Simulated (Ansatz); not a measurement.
Computed with Ansatz, DFT PBE, scalar-relativistic, plane waves, PAW. Settings of the last relaxation (10-atom cell): 420 eV, 6×4×6 k points, Gaussian smearing of 0.02 eV, no spin polarisation.

Formation energies are uncorrected and count from the elements' standard states at the same level.

Problem. Suggest a trial structure for a monoclinic semiconductor that holds Zr and 1 more element, with a gap near 0.8 eV, a formation energy near −0.71 eV/atom and about 24 Å³ per atom, in a cell of 10 atoms.

Solution. ZrS4, space group P2_1 (No. 4). Zr is surrounded by 1 S at 2.38 Å and 6 S at 2.58–2.75 Å; around S on its first site lie 1 S at 2.11 Å, 2 Zr at 2.68–2.69 Å, 1 S at 2.95 Å and 1 S at 3.09 Å; around S on its second site lie 1 S at 2.12 Å, 2 Zr at 2.65–2.75 Å, 1 S at 2.92 Å and 1 S at 3.09 Å; S on its third site has 1 Zr at 2.38 Å, 1 Zr at 2.60 Å and 2 S at 2.92–2.95 Å; 1 more site not described.

Space group P2_1 (No. 4). a = 5.122 Å, b = 9.329 Å, c = 5.145 Å, α = 90.00°, β = 95.72°, γ = 90.00°
| atom | site | symmetry | x | y | z |
| --- | --- | --- | --- | --- | --- |
| Zr | 2a | 1 | 0.3738 | 0.3090 | 0.8779 |
| S | 2a | 1 | 0.2633 | 0.2523 | 0.3673 |
| S | 2a | 1 | 0.8526 | 0.2406 | 0.7680 |
| S | 2a | 1 | 0.5044 | 0.0498 | 0.0210 |
| S | 2a | 1 | 0.9891 | 0.8983 | 0.4680 |

The volume per atom is 24.46 Å³, the density is 2.98 g/cm³ and the energy over the elements is −0.715 eV/atom. The gap on the 6×4×6 mesh of the 10-atom cell is 0.80 eV.

It was reached by relaxing an invented guess, and it needn't be the stable form of this composition. Other answers may fit too; this one was computed.

Kohn–Sham gaps at this level usually fall short of measured ones. The reference form of S is held partly by dispersion forces, which this level lacks. This cell was reached by moving the atoms of another relaxed cell at random and relaxing again, last within the group found; it had no such test of its own.
